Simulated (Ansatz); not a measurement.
Al: enthalpies of structure types against pressure

All-electron LAPW in Ansatz 0.2.0 under PBEsol, scalar-relativistic, energies extrapolated to zero smearing. Each structure type was compressed from its own relaxed volume, symmetry kept and shape relaxed on PAW files, and E(V) was fitted to energies and pressures; H = E + pV has no temperature or zero-point term. Only these types were tried: fcc (Fm-3m, 16×16×16 mesh, 16.18 Å³/atom at rest); sc (Pm-3m, 16×16×16 mesh, 19.72 Å³/atom at rest); hcp (P6_3/mmc, 17×17×9 mesh, 16.31 Å³/atom at rest); bcc (Im-3m, 17×17×17 mesh, 16.54 Å³/atom at rest). Spin polarisation is left out. Spin–orbit coupling is left out; Fermi–Dirac smearing is 0.05 to 0.1 eV. Enthalpies carry a few meV/atom of noise from meshes and fits.

(1) Which type is lowest at zero pressure, and what follows up to 320 GPa?

Answers

(1) Among the types tried, fcc is lowest at zero pressure; hcp takes over from fcc near 170 GPa, with a volume step of -0.7 %. Enthalpies against fcc:

```csv
p (GPa),fcc (meV/atom),sc (meV/atom),hcp (meV/atom),bcc (meV/atom)
0,0,409,36,106
9.7,0,594,42,122
26,0,834,45,133
49,0,1097,43,134
97,0,1505,28,115
160,0,1895,5,76
240,0,2266,-24,23
310,0,2523,-49,-23
```
